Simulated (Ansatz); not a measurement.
Ti$_{3}$Al in space group P6_3/mmc (No. 194; Ti on 6h, Al on 2c), r²SCAN in the plane-wave PAW code Ansatz, all energies at zero smearing, with the estimated change up to a 700 eV cutoff added, with one set of potentials and settings (totals compare only within such a set). Cell of 8 atoms (6 Ti, 2 Al): -16109.529 eV.

```csv
element,reference phase,E (eV/atom)
Ti,"P6/mmm, 3 atoms in the cell",-2504.3896
Al,"Fm-3m, 1 atoms in the cell",-540.4083
```

Formation energy per atom, worked out: (-16109.529 − 6×(-2504.3896) − 2×(-540.4083))/8 = -0.297 eV/atom (-29 kJ per mol of atoms), at 0 K, without zero-point energy or fitted corrections.

Symmetry was held in the r²SCAN relaxation. No spin polarisation was allowed. The references are the lowest solids computed at this level, not always the standard phases.

Potentials: the later of the program's two PAW sets.
